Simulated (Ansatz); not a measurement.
BeTe:
```xyz
2
Lattice="0.0000 2.8022 2.8022 2.8022 0.0000 2.8022 2.8022 2.8022 0.0000" Properties=species:S:1:pos:R:3 pbc="T T T"
Te     4.2033     4.2033     4.2033
Be     0.0000     0.0000     0.0000
```

PBEsol in the plane-wave PAW code Ansatz gives a gap of 1.84 eV without spin–orbit coupling, maximum at Γ, minimum at X.

Q: What happens when spin–orbit coupling is switched on?

A: The gap drops by 0.30 eV, to 1.54 eV; maximum at Γ, minimum at X.

Q: How large is the spin–orbit splitting of the valence top at Γ?

A: The fourfold level lies 0.96 eV above the split-off pair.

Q: Give the electron effective mass with spin–orbit coupling.

A: 0.25, 0.25, 1.4 mₑ (principal values).

Q: Give the hole effective mass with spin–orbit coupling, band 1 of 2 at the edge.

A: 0.31 along [100], 0.59 along [110], 0.73 along [111] (mₑ).

Q: Give the hole effective mass with spin–orbit coupling, band 2 of 2 at the edge.

A: 0.21 along [100], 0.16 along [110], 0.15 along [111] (mₑ).

Space group F-43m (zinc blende). Symmetry was held in the PBEsol relaxation.

Potentials: the later of the program's two PAW sets.
